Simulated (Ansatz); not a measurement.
SnSb:
```xyz
2
Lattice="3.7351 0.0000 0.0000 0.0000 3.7351 0.0000 0.0000 0.0000 3.7351" Properties=species:S:1:pos:R:3 pbc="T T T"
Sn     1.8675     1.8675     1.8675
Sb     0.0000     0.0000     0.0000
```

Relaxed with PBEsol. Special points in fractions of this cell's reciprocal vectors: Γ (0.000, 0.000, 0.000); X (0.000, 0.500, 0.000); M (0.500, 0.500, 0.000); R (0.500, 0.500, 0.500).

Problem. List the band energies nearest the Fermi level at these points for plane-wave PAW PBEsol with spin–orbit coupling (Ansatz code).

Solution. In eV from the Fermi level; about four levels below and three above (degenerate sets whole), none deeper than 8.9 eV; … stands for higher levels left out; points with the same levels are listed once.

```csv
k,below,above
Γ,-1.12 -1.12 -1.12 -1.12,3.41 3.41 3.41 3.41
X,-8.79 -8.79,0.57 0.57 1.13 1.13
M,-5.26 -5.26 -5.19 -5.19,1.83 1.83 3.66 3.66
R,-1.61 -1.61 -1.61 -1.61,16.11 16.11 …
```

Space group Pm-3m (CsCl type). The first step of the workflow began from a Materials Project structure, measured or hypothetical; the Crystallography Open Database copy checked does not list it. COD files the formula under space group No. 166, 225, so this cell is another polymorph or a model. Its standing as an ambient phase is unchecked. Symmetry was held in the PBEsol relaxation; of distortions, only those at the zone centre were tested.

Potentials: the later of the program's two PAW sets.
